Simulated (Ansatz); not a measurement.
The elements of this relaxed trial crystal are hidden behind letters.

```
lattice vectors (Å)
   3.2714    0.0000    0.0000
   0.0000    4.6335    0.0000
   0.0000    0.0000    6.5380
fractional positions
X 0.0000 0.0000 0.7458
X 0.0000 0.0000 0.2542
X 0.5000 0.5000 0.0000
Z 0.5000 0.5000 0.5000
Q 0.0000 0.5000 0.2611
Q 0.0000 0.5000 0.7389
Q 0.5000 0.0000 0.0000
Q 0.5000 0.0000 0.5000
```

All numbers below come from DFT PBE, scalar-relativistic, plane waves, PAW (Ansatz 0.2.0). Settings of the last relaxation (8-atom cell): 420 eV, 12×8×6 k points, Gaussian smearing of 0.10 eV, no spin polarisation.

```
Space group                               : Pmmm (No. 47)
Conventional cell                         : a = 3.271 Å, b = 4.633 Å, c = 6.538 Å
Volume per atom                           : 12.39 Å³
Density                                   : 6.19 g/cm³
Energy over the elements                  : −0.80 eV/atom
Gap on the 12×8×6 mesh of the 8-atom cell : 0 eV (a metal)
```

Energies are uncorrected and count from the elements' standard states at the same level.

Problem. X is a d-block element of period 5, Z is a d-block element of period 4 and Q is a p-block element of period 2. Which elements are they?

Solution. X = Zr, Z = Ti, Q = C, so the formula is Zr3TiC4. Density times volume gives a mean mass of 6.19 × 12.39/1.6605 = 46.2 u per atom, and this set has 46.2 u. Around Zr on a site of symmetry mm2 lie 6 C at 2.29–2.33 Å, 8 Zr at 3.21–3.32 Å and 4 Ti at 3.26 Å; Ti is surrounded by 6 C at 2.26–2.32 Å, 10 Zr at 3.26–3.27 Å and 2 Ti at 3.27 Å; C on a site of symmetry mm2 has 2 Ti at 2.26 Å and 4 Zr at 2.32–2.36 Å; 3 more sites not described. Other sets within the hints have nearly the same mass, so mass alone doesn't settle it; this one was computed.

A later test with randomly moved atoms came back to the same energy, though modes that don't fit the test's cell weren't probed.
